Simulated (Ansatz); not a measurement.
An Ansatz (a quantum-chemistry and plane-wave program) input:

Ansatz 0.2 input:
```yaml
crystal:
  lattice:
    - [0.0, 2.9528578663, 2.9528578663]
    - [2.9528578663, 0.0, 2.9528578663]
    - [2.9528578663, 2.9528578663, 0.0]
  atoms:
    - { symbol: Mg, position: [0.0, 0.0, 0.0] }
    - { symbol: Te, position: [0.5, 0.5, 0.5] }
kpoints:
  mp_grid: { grid: [6, 6, 6] }
hamiltonian:
  xc: hse06
  pseudopotentials: { kind: paw }
scf:
  n_extra_bands: 6
  occupations: { method: fixed }
output:
  eigenvalues: true
  eigenstates:
    e_range: [-9.0, 8.7]
    kpoints:
      - [-0.067708, 0.0, 0.067708]  # VBM
      - [0.0, 0.5, 0.5]  # CBM
      - [0.0, 0.0, 0.0]  # GAMMA
      - [0.5, 0.0, 0.5]  # X
      - [0.5, 0.5, 0.5]  # L
      - [0.5, 0.25, 0.75]  # W
      - [0.375, 0.375, 0.75]  # K
      - [0.625, 0.25, 0.625]  # U
```

Problem. How many symmetry operations and irreducible k-points will the run report?

Solution. 48 operations, 16 of 216 k-points.

Problem. With a cutoff of 420 eV, how many plane waves at Γ?

Solution. 965.

It took very roughly 110 core-seconds on shared server cores.

The points marked VBM and CBM come from a semilocal run.

Space group Fm-3m (rock salt). The workflow started from a Materials Project entry (that database holds measured and hypothetical structures alike); the Crystallography Open Database copy checked does not list it. COD files the formula under space group No. 186, so this cell is another polymorph or a model. Whether it is the stable phase at ambient conditions was not checked. Symmetry was held in the PBEsol relaxation; its stability against distortions is not shown here. Scalar-relativistic: spin–orbit coupling is off unless named, which matters more the heavier the elements.

Potentials: the later of the program's two PAW sets.

Ansatz is a plane-wave DFT program.
